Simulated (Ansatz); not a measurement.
CuI in space group Cmcm (No. 63; Cu on 4c, I on 4c), r²SCAN+D4 (plane waves, PAW; program Ansatz). The conduction-band minimum lies at Γ, with 1 equivalent valley. Second derivatives d²E/dk² of the lowest band at one valley (eV·Å²), along Cartesian directions:…

```csv
direction,d²E/dk²
[100],12.17
[010],40.41
[001],35.20
[110],26.30
[101],23.69
[011],37.81
```

Problem. Find the principal effective masses, the density-of-states mass and the conductivity mass.

Solution. Off-diagonal terms follow from H_xy = H[110] − (H_xx + H_yy)/2, and m*/mₑ = 7.620 eV·Å² over each eigenvalue: 0.19, 0.22, 0.63. One valley's DOS mass (m₁m₂m₃)^(1/3) = 0.29, conductivity mass 3/(Σ 1/mᵢ) = 0.26 mₑ.

Problem. What effective density of states Nc follows at 300 K for parabolic valleys?

Solution. Nc = 2.509e19 × 1 × (0.29)^(3/2) ≈ 3.9e18 cm⁻³.

The first step of the workflow began from a Materials Project structure, measured or hypothetical; the Crystallography Open Database copy checked does not list it. It is not the phase usual at ambient conditions (space group No. 216). The r²SCAN+D4 relaxation kept the symmetry of its start; whether a distortion lowers the energy is not shown. The run is not spin-polarised. Spin–orbit coupling is left out wherever it is not named.

Potentials: the later of the program's two PAW sets.

Edges and masses are those of Kohn–Sham bands, whose gap is no quasiparticle gap.
